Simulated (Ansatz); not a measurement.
The start is a generated trial cell of Co2Si in the Co2Si structure type. The structure is fully relaxed (lattice and positions, P = 0) with PBE (plane waves to 420 eV, PAW, scalar-relativistic; Ansatz, an electronic-structure program). The first steps use a coarse 4×5×3 k-mesh.

Input geometry:
```
Co2Si
1.0
    4.91800     0.00000     0.00000
    0.00000     3.73800     0.00000
    0.00000     0.00000     7.10900
Co Si
8 4
Direct
  0.53800   0.25000   0.78200
  0.03800   0.25000   0.71800
  0.46200   0.75000   0.21800
  0.96200   0.75000   0.28200
  0.17400   0.25000   0.06200
  0.67400   0.25000   0.43800
  0.82600   0.75000   0.93800
  0.32600   0.75000   0.56200
  0.70200   0.25000   0.11100
  0.20200   0.25000   0.38900
  0.29800   0.75000   0.88900
  0.79800   0.75000   0.61100
```
Spin-polarised start, with parallel moments on Co.

### Question
How large is the pressure on the unrelaxed cell, and of which sign?

### Answer
-5 GPa (negative: the cell is under tension).

### Question
How much energy is released per atom?

### Answer
0.01 eV/atom.

### Question
How does the volume per atom move from start to end?

### Answer
-2.4 %, from 10.89 to 10.63 Å³/atom.

### Question
How do the shortest distances between atoms change?

### Answer
The closest pairs of elements (up to four, under 3.6 Å), start → end: Co–Si 2.32 → 2.29 Å; Co–Co 2.50 → 2.48 Å; Si–Si 3.15 → 3.09 Å.

### Question
What magnetic moments remain?

### Answer
Net 0.20 μB/atom, ferromagnetic.

### Question
Write out the relaxed structure.

### Answer

```cif
data_Co8Si4
_chemical_formula_sum 'Co8 Si4'
_space_group_name_H-M_alt 'Pnma'
_space_group_IT_number 62
_space_group_name_Hall '-P 2ac 2n'
_cell_length_a 4.88285
_cell_length_b 3.71124
_cell_length_c 7.04174
_cell_angle_alpha 90.000
_cell_angle_beta 90.000
_cell_angle_gamma 90.000
loop_
_atom_site_label
_atom_site_type_symbol
_atom_site_symmetry_multiplicity
_atom_site_Wyckoff_symbol
_atom_site_fract_x
_atom_site_fract_y
_atom_site_fract_z
_atom_site_occupancy
Co1 Co 4 c 0.03639 0.25000 0.71748 1
Co2 Co 4 c 0.17329 0.25000 0.06464 1
Si1 Si 4 c 0.20257 0.25000 0.39427 1
```

The space group stays Pnma (No. 62) (the run could not lower it); the end is AFLOW prototype A2B_oP12_62_2c_c (C37, as in Co2Si), with 12 atoms in the primitive magnetic cell. Final values are on a 8×10×6 k-mesh of the relaxed cell. Spin state reached: ferromagnetic (net 0.20 μB/atom), from parallel starting moments; other spin orders were not run from this start.

The run could not lose the symmetry of its start; a randomly shaken copy of 12 atoms returns to this structure.
